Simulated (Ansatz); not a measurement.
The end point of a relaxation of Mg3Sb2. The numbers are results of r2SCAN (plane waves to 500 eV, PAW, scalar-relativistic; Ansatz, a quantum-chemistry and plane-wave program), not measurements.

```
CELL_PARAMETERS angstrom
      4.56781     0.00000     0.00000
     -2.28390     3.95584     0.00000
      0.00000     0.00000     7.24556
ATOMIC_POSITIONS crystal
  Sb 0.33333 0.66667 0.22875
  Sb 0.66667 0.33333 0.77125
  Mg 0.00000 0.00000 0.00000
  Mg 0.33333 0.66667 0.63358
  Mg 0.66667 0.33333 0.36642
```

**Question.** Find the space group and the Wyckoff positions (tolerance 0.01 Å).

**Answer.** Space group P-3m1 (No. 164); a = b = 4.5678 Å, c = 7.2456 Å, α = β = 90.00°, γ = 120.00°

```tsv
atom	site	symmetry	x	y	z
Sb	2d	3m.	0.3333	0.6667	0.2287
Mg	1a	-3m.	0.0000	0.0000	0.0000
Mg	2d	3m.	0.6667	0.3333	0.3664
```

**Question.** Give the shortest distances between elements (the closest pairs, up to four, under 3.6 Å).

**Answer.** Mg–Sb 2.82 Å; Mg–Mg 3.27 Å.

```yaml
volume_per_atom: 26.18 Å³
density: 4.01 g/cm³
band_gap: 0.61 eV, indirect (valence top at Γ, conduction bottom at K) (no spin-orbit coupling)
smallest_direct_gap: 1.78 eV at M
```

No spin polarisation in the result. Spin-orbit coupling is missing; with elements this heavy it can move band edges by tenths of an eV or more.

The run could not lose the symmetry of its start; a randomly shaken copy of 5 atoms returns to this structure.
